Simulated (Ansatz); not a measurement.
CaTl:
```cif
data_CaTl
_chemical_formula_sum 'Ca1 Tl1'
_space_group_name_H-M_alt 'Pm-3m'
_space_group_IT_number 221
_space_group_name_Hall '-P 4 2 3'
_cell_length_a 3.81892
_cell_length_b 3.81892
_cell_length_c 3.81892
_cell_angle_alpha 90.000
_cell_angle_beta 90.000
_cell_angle_gamma 90.000
loop_
_atom_site_label
_atom_site_type_symbol
_atom_site_symmetry_multiplicity
_atom_site_Wyckoff_symbol
_atom_site_fract_x
_atom_site_fract_y
_atom_site_fract_z
_atom_site_occupancy
Ca1 Ca 1 a 0.00000 0.00000 0.00000 1
Tl1 Tl 1 b 0.50000 0.50000 0.50000 1
```

Relaxed with PBEsol.

Which orbitals make up the states near the Fermi level in PBEsol (plane waves, PAW; program Ansatz)?

Within 0.5 eV of the Fermi level: Tl 6p 74 %, Tl 6s 6 %, outside the projected shells 17 %. Projections are on Löwdin-orthogonalised atomic valence shells; empty p or d shells of many metals are not among them.

Tabulate the density of states.

States/eV per cell of 2 atoms, in 0.25 eV bins, energy from the Fermi level.

```tsv
E (eV)	total	Tl 6p	Tl 6s	Ca 4s
-7.85	0.32	0.03	0.18	0.11
-7.60	0.40	0.04	0.24	0.11
-7.35	0.50	0.06	0.32	0.11
-7.10	0.64	0.08	0.44	0.10
-6.85	0.90	0.10	0.68	0.09
-6.60	1.13	0.14	0.90	0.06
-6.35	1.04	0.14	0.84	0.03
-6.10	0.96	0.12	0.80	0.01
-5.85	0.76	0.09	0.64	0.00
-5.60	0.41	0.06	0.34	0.00
-5.35	0.26	0.04	0.21	0.00
-5.10	0.16	0.02	0.14	0.00
-4.85	0.10	0.01	0.09	0.00
-4.60	0.05	0.00	0.05	0.00
-4.35	0.02	0.00	0.02	0.00
-4.10	0.00	0.00	0.00	0.00
-3.85	0.00	0.00	0.00	0.00
-3.60	0.00	0.00	0.00	0.00
-3.35	0.06	0.04	0.00	0.01
-3.10	0.22	0.16	0.01	0.04
-2.85	0.33	0.25	0.01	0.05
-2.60	0.44	0.33	0.02	0.06
-2.35	0.55	0.42	0.03	0.07
-2.10	0.70	0.53	0.04	0.08
-1.85	0.90	0.70	0.05	0.08
-1.60	1.38	1.09	0.08	0.10
-1.35	1.95	1.63	0.08	0.06
-1.10	1.35	1.11	0.07	0.03
-0.85	1.16	0.93	0.07	0.02
-0.60	1.13	0.90	0.06	0.02
-0.35	0.98	0.76	0.06	0.01
-0.10	0.99	0.74	0.06	0.01
0.15	0.96	0.69	0.06	0.01
0.40	0.98	0.67	0.07	0.02
0.65	1.01	0.64	0.07	0.02
0.90	1.06	0.61	0.07	0.03
1.15	1.29	0.59	0.07	0.10
1.40	1.44	0.52	0.07	0.19
1.65	2.52	0.74	0.08	0.29
1.90	3.54	0.99	0.06	0.15
2.15	2.87	0.81	0.04	0.15
2.40	2.26	0.62	0.02	0.10
2.65	1.16	0.30	0.01	0.08
2.90	1.05	0.16	0.01	0.11
3.15	2.01	0.11	0.01	0.12
3.40	3.69	0.13	0.01	0.10
3.65	2.80	0.08	0.02	0.05
3.90	1.61	0.05	0.03	0.02
4.15	2.24	0.08	0.06	0.06
4.40	2.68	0.09	0.12	0.15
4.65	2.24	0.13	0.05	0.07
```

The workflow started from an entry of the Crystallography Open Database (COD). Whether it is the stable phase at ambient conditions was not checked. The PBEsol relaxation kept the symmetry of its start; whether a distortion lowers the energy is not shown. Spin–orbit coupling is left out wherever it is not named.

Potentials: the later of the program's two PAW sets.
